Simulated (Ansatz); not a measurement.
B (α-B12, R-3m) at seven volumes, HSE06 (plane waves, PAW; program Ansatz), shape and atoms relaxed at each. One row is withheld.

| V (Å³/atom) | P (GPa) |
|---|---|
| 6.508 | 25.03 |
| 6.723 | 15.47 |
| 6.937 | 7.18 |
| 7.152 | 0.01 |
| 7.366 | ? |
| 7.581 | -11.54 |
| 7.795 | -16.13 |

Q: Fit the shown pressures and predict the withheld one.

A: P = (3/2)B₀(x^(7/2) − x^(5/2))[1 + (3/4)(B′ − 4)(x − 1)] with x = (V₀/V)^(2/3). Least squares on the six rows gives V₀ = 7.153 Å³/atom, B₀ = 221 GPa, B′ = 3.83. At V = 7.366, x = 0.9806 and P = -6.13 GPa. The run itself gave -6.19 GPa.

The cell was relaxed with HSE06 under the symmetry of its start.

Potentials: the later of the program's two PAW sets.
